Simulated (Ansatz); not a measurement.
CdS:
```xyz
2
Lattice="0.0000 2.9389 2.9389 2.9389 0.0000 2.9389 2.9389 2.9389 0.0000" Properties=species:S:1:pos:R:3 pbc="T T T"
S      4.4084     4.4084     4.4084
Cd     0.0000     0.0000     0.0000
```

Relaxed with r²SCAN. Special points in fractions of this cell's reciprocal vectors: Γ (0.000, 0.000, 0.000); X (0.500, 0.000, 0.500); U (0.625, 0.250, 0.625); K (0.375, 0.375, 0.750); L (0.500, 0.500, 0.500); W (0.500, 0.250, 0.750).

Problem. List the band energies nearest the valence-band maximum at these points for plane-wave PAW r²SCAN with spin–orbit coupling (Ansatz code).

Solution. In eV from the valence-band maximum; about four levels below and three above (degenerate sets whole), none deeper than 8.9 eV; points with the same levels are listed once.

```json
[
 {"k": "Γ", "below": "0.00 0.00 0.00 0.00", "above": "1.53 1.53 6.77 6.77"},
 {"k": "X", "below": "-1.86 -1.86 -1.85 -1.85", "above": "3.87 3.87 4.72 4.72"},
 {"k": "U", "below": "-2.52 -2.48 -1.52 -1.50", "above": "4.59 4.60 5.80"},
 {"k": "L", "below": "-0.77 -0.77 -0.73 -0.73", "above": "3.43 3.43 7.36 7.36"},
 {"k": "W", "below": "-2.26 -2.19 -2.18 -2.16", "above": "5.70 5.72 5.83"}
]
```

Space group F-43m (zinc blende). Symmetry was held in the r²SCAN relaxation; phonons on a q-mesh show no instability.

Potentials: the later of the program's two PAW sets.
